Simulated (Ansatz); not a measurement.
**Ti₅Al₂C₃ under pressure**

Method: DFT PBEsol, scalar-relativistic, plane waves, PAW in Ansatz 0.2.0. (420 eV cutoff, 12×12×12 k-mesh, Gaussian smearing of 0.10 eV, no spin polarisation)

Reference structure (relaxed):

```
CELL_PARAMETERS angstrom
1.52279 0.87919 16.07240
-1.52279 0.87919 16.07240
0.00000 -1.75837 16.07240
ATOMIC_POSITIONS crystal
Ti 0.50000 0.50000 0.50000
Ti 0.78462 0.78462 0.78462
Ti 0.69021 0.69021 0.69021
Ti 0.30979 0.30979 0.30979
Ti 0.21538 0.21538 0.21538
Al 0.59609 0.59609 0.59609
Al 0.40391 0.40391 0.40391
C 0.85989 0.85989 0.85989
C 0.14011 0.14011 0.14011
C 0.00000 0.00000 0.00000
```

Cell and atoms are relaxed at each pressure within the symmetry of the start, at zero temperature, so transitions that lower the symmetry aren't seen. The k-mesh given is that at zero pressure and may differ at others. a, b and c are the lengths of the cell vectors above.

| P (GPa) | V (Å³/atom) | V/V0 | a (Å) | b (Å) | c (Å) |
| --- | --- | --- | --- | --- | --- |
| -1 | 12.99 | 1.006 | 16.208 | 16.208 | 16.208 |
| 0 | 12.91 | 1.000 | 16.168 | 16.168 | 16.168 |
| 1 | 12.83 | 0.994 | 16.128 | 16.128 | 16.128 |
| 4 | 12.60 | 0.976 | 16.020 | 16.020 | 16.020 |
| 12 | 12.08 | 0.936 | 15.770 | 15.770 | 15.770 |
| 25 | 11.42 | 0.884 | 15.454 | 15.454 | 15.454 |

**Question.** What bulk modulus and pressure derivative fit these points?

**Answer.** A third-order Birch–Murnaghan fit gives B0 = 157 GPa and B0' = 4.2.